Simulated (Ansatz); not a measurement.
Relaxed Os (hcp, Mg type):

```
CELL_PARAMETERS angstrom
      5.50971     0.00000     0.00000
     -1.37743     2.38577     0.00000
      0.00000     0.00000     4.34430
ATOMIC_POSITIONS crystal
  Os 0.16667 0.66667 0.75000
  Os 0.66667 0.66667 0.75000
  Os 0.33333 0.33333 0.25000
  Os 0.83333 0.33333 0.25000
```

The atoms are displaced by Q × the pattern below (from a DFPT mode at M = (0.5, 0.0, 0.0), largest move 1; Q in Å), at fixed cell. (q is in reciprocal vectors of the primitive cell; the cell shown is doubled to hold the pattern.)

```csv
atom,x,y,z
Os1,0.866,0.500,0.000
Os2,-0.866,-0.500,0.000
Os3,-0.866,-0.500,0.000
Os4,0.866,0.500,0.000
```

The numbers are results of PBE (plane waves to 420 eV, PAW, scalar-relativistic; Ansatz, a quantum-chemistry and plane-wave program), not measurements. k mesh 19×19×11 (Γ-centred), Fermi-Dirac smearing 0.05 eV. The energy includes the smearing's −TS. With partly filled bands, energies and forces of such displacements shift with the k mesh and the smearing. Os is run without spin polarisation. Os was relaxed with its symmetry unable to fall. Spin-orbit coupling is left out, though Os is heavy. The zero of ΔE is the undisplaced structure.

Successive frames, forces in eV/Å:

| frame | ΔE (eV/cell) | F on Os1 | F on Os2 | F on Os3 | F on Os4 |
|---|---|---|---|---|---|
| Q = -0.180 Å | 1.550 | (4.743, 2.739, 0.000) | (-4.269, -2.465, 0.000) | (-4.743, -2.739, 0.000) | (4.269, 2.465, 0.000) |
| Q = -0.150 Å | 1.001 | (3.599, 2.078, 0.000) | (-3.283, -1.896, 0.000) | (-3.599, -2.078, 0.000) | (3.283, 1.896, 0.000) |
| Q = -0.120 Å | 0.593 | (2.567, 1.482, 0.000) | (-2.361, -1.363, 0.000) | (-2.567, -1.482, 0.000) | (2.361, 1.363, 0.000) |
| Q = -0.090 Å | 0.312 | (1.679, 0.970, 0.000) | (-1.562, -0.902, 0.000) | (-1.679, -0.970, 0.000) | (1.562, 0.902, 0.000) |

Problem. What are the energy and the forces in the next frame, Q = -0.060 Å?

Solution. ΔE (eV/cell) = 0.134.

```csv
atom,Fx,Fy,Fz
Os1,1.026,0.592,0.000
Os2,-0.958,-0.553,0.000
Os3,-1.026,-0.592,0.000
Os4,0.958,0.553,0.000
```

(For displaced atoms, the force is minus the slope of the energy, and its curvature is a force constant, which sets phonon frequencies.)
